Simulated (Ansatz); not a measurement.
TaW:
Space group Cmcm (No. 63); a = 3.0519 Å, b = 10.2153 Å, c = 4.5091 Å, α = β = γ = 90.00°

```json
[
 {"atom": "Ta", "site": "4c", "symmetry": "m2m", "x": "0.0000", "y": "0.3512", "z": "0.2500"},
 {"atom": "W", "site": "4c", "symmetry": "m2m", "x": "0.0000", "y": "0.0859", "z": "0.2500"}
]
```
(The calculation used a cell of 4 atoms; values per cell refer to that cell.)

This is the r²SCAN-relaxed structure.

**Question.** All from plane-wave PAW r²SCAN (Ansatz code), unless another level is named. Predict the formation energy from the elements (no fitted shifts).

**Answer.** 562 meV/atom.

**Question.** And the density of states at the Fermi level?

**Answer.** 0.86 states/eV per atom (mean over ±0.08 eV).

The start of the workflow was typed in or built on a structure type; neither database checked (COD, Materials Project) lists it. Whether it is the stable phase at ambient conditions was not checked. The cell was relaxed with r²SCAN under the symmetry of its start; its stability against distortions is not shown here. The run is not spin-polarised. Its formation energy is positive at this level, so the cell may be metastable or incomplete. Axis ratios of metals converge slowly with the k-mesh, so a and c are less sure than the volume. The references are the lowest solids computed at this level, not always the standard phases. Scalar-relativistic: spin–orbit coupling is off unless named, which matters more the heavier the elements.

Potentials: the later of the program's two PAW sets.
